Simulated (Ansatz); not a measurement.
# InAg3: enthalpy against pressure

InAg3, Pm-3m, a = 4.186 Å. The structure is a COD entry; whether it is the stable form wasn't checked. Ansatz: r2SCAN, PAW, 500 eV, Γ-centred 10×10×10 mesh on 4 atoms, Gaussian smearing 0.10 eV; no spin polarisation. Cell and atoms are relaxed at each pressure, and no other structure is tried, so the rows at high pressure may lie past a change of phase. y is the enthalpy over the state at zero pressure; there V0 = 18.338 Å³/atom. The pressures are the targets, met within 0.07 GPa.

| P (GPa) | y (eV/atom) |
| --- | --- |
| -1.0 | -0.1151 |
| 0.0 | 0.0000 |
| 1.0 | 0.1138 |
| 4.0 | 0.4485 |
| 12.0 | ? |
| 25.0 | 2.6027 |
| 50.0 | 4.9118 |
| 90.0 | 8.2687 |

Question: Fit y = c1 P + c2 P² + c3 P³ to the other rows, say what c1 and c2 mean, and predict the missing value.

Answer: Least squares on the rows shown. y = 0.11183 P − 0.00033579 P² + 1.2669×10⁻⁶ P³. Since dH/dP = V, c1 is V0: 0.11183 eV/GPa × 160.2 = 17.915 Å³ against 18.338; c2 = −V0/(2B0) gives B0 = 167 GPa, where a Birch–Murnaghan fit to the volumes of the same runs (not shown) gives 90 GPa: a cubic over this range folds the higher terms into c2. Above P = −c2/(3 c3) = 88 GPa the cubic's slope, the volume, would rise with pressure, so the form fails there. At P = 12.0 the fit asked for gives 1.2958 eV/atom. The run gave 1.3020 eV/atom, so the fit is 0.0062 eV/atom too low, within twice the rms miss on the fitted rows (0.0033 eV/atom).

The mesh isn't the same in all rows (10×10×10, 12×12×12).